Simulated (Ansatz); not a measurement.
Starting cell, MgH2 (rutile):

```
MgH2
1.0
    4.48439     0.00000     0.00000
    0.00000     4.48439     0.00000
    0.00000     0.00000     2.99668
Mg H
2 4
Direct
  0.00000   0.00000   0.00000
  0.50000   0.50000   0.50000
  0.30469   0.30469   0.00000
  0.80469   0.19531   0.50000
  0.19531   0.80469   0.50000
  0.69531   0.69531   0.00000
```

Scan: atom 5 (H, nearest neighbour Mg at 1.932 Å; its periodic images, 3.0 Å or more away, move with it) is displaced along Cartesian [110], direction (0.707, 0.707, 0.000) in Cartesian axes, by s. The other atoms stay.

All values below come from r2SCAN (plane waves to 500 eV, PAW, scalar-relativistic; Ansatz, a first-principles code). k mesh 6×6×9 (Γ-centred), Fermi-Dirac smearing 0.05 eV. E stands for the smeared free energy. MgH2 was relaxed with its symmetry unable to fall. ΔE is measured from the undisplaced structure.

```csv
s (Å),ΔE (meV/cell)
-0.190,26.8
-0.152,withheld
-0.114,9.6
-0.076,4.2
-0.038,1.1
0.000,0.0
0.038,1.1
0.076,4.2
0.114,9.6
0.152,withheld
0.190,26.8
```

### Question
Fit an even polynomial form (powers 2, 4) to the given rows and predict ΔE at s = -0.152.

### Answer
Least squares on the 9 given rows: ΔE = (734.0)·s² + (232.2)·s⁴, in meV/cell with s in Å; root-mean-square residual 0.03 meV/cell. At -0.152 the fit gives 17.1 meV/cell; the calculation gives 17.1 meV/cell, the same to the digits shown. The quadratic term alone would give 17.0 meV/cell.

(A displaced cell: forces are minus the slopes of the energy, force constants its curvatures, and phonons follow from these.)
